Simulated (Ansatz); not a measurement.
BN:
```yaml
crystal:
  lattice:
    - [2.49703, 0.00000, 0.00000]
    - [-1.24852, 2.16249, 0.00000]
    - [0.00000, 0.00000, 6.66180]
  atoms:
    - { symbol: B, position: [0.00000, 0.00000, 0.75000] }
    - { symbol: B, position: [0.00000, 0.00000, 0.25000] }
    - { symbol: N, position: [0.66667, 0.33333, 0.25000] }
    - { symbol: N, position: [0.33333, 0.66667, 0.75000] }
```

Relaxed with r²SCAN+D4.

Give the optical modes at the zone centre with their infrared and Raman activity from DFPT, DFT-r²SCAN+D4 in the program Ansatz with PAW potentials.

Transverse frequencies, without the LO–TO term; a row sums one degenerate level.

| ω (cm⁻¹) | degeneracy | IR ((D/Å)²/amu) | Raman (Å⁴/amu) | activity | symmetry |
|---|---|---|---|---|---|
| 38 | 2 | 0.00 | 0 | silent | E2g |
| 122 | 1 | 0.00 | 0 | silent | B1g |
| 777 | 1 | 3.76 | 0 | IR | A2u |
| 825 | 1 | 0.00 | 0 | silent | B1g |
| 1378 | 2 | 112.06 | 0 | IR | E1u |
| 1380 | 2 | 0.00 | 450 | Raman | E2g |

How high does the top mode go among those that the LO–TO term moves?

1623 cm⁻¹ for q along x, 1623 cm⁻¹ for q along y, 831 cm⁻¹ for q along z.

Space group P6_3/mmc. The workflow started from a Materials Project entry (that database holds measured and hypothetical structures alike). Its sites differ from those of the usual phase in this space group: another stacking or structure type. The cell was relaxed with r²SCAN+D4 under the symmetry of its start; phonons on a q-mesh show no instability.

Potentials: the earlier of the program's two PAW sets.
